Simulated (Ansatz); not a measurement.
Given:

LiTaO$_{3}$:
```yaml
crystal:
  lattice:
    - [2.53664, 1.46453, 4.55316]
    - [-2.53664, 1.46453, 4.55316]
    - [0.00000, -2.92906, 4.55316]
  atoms:
    - { symbol: Li, position: [0.70447, 0.70447, 0.70447] }
    - { symbol: Li, position: [0.20447, 0.20447, 0.20447] }
    - { symbol: Ta, position: [0.98876, 0.98876, 0.98876] }
    - { symbol: Ta, position: [0.48876, 0.48876, 0.48876] }
    - { symbol: O, position: [0.61765, 0.87496, 0.26388] }
    - { symbol: O, position: [0.87496, 0.26388, 0.61765] }
    - { symbol: O, position: [0.26388, 0.61765, 0.87496] }
    - { symbol: O, position: [0.76388, 0.37496, 0.11765] }
    - { symbol: O, position: [0.37496, 0.11765, 0.76388] }
    - { symbol: O, position: [0.11765, 0.76388, 0.37496] }
```

This is the LDA-relaxed structure.

**Question.** All from plane-wave PAW LDA (Ansatz code), unless another level is named. Estimate the Born charges (a third of the trace).

**Answer.** Li +1.11, Ta +7.31, O -2.81 e.

**Question.** Give the static dielectric constant ε0 (ions relaxed, cell fixed).

**Answer.** 39.6 (xx = yy), 36.4 (zz).

**Question.** What about the electronic dielectric constant ε∞ (DFPT)?

**Answer.** 5.10 (xx = yy), 5.25 (zz).

Space group R3c. The cell was relaxed with LDA under the symmetry of its start. No spin polarisation was allowed. Scalar-relativistic: spin–orbit coupling is off unless named, which matters more the heavier the elements.

Potentials: the later of the program's two PAW sets.
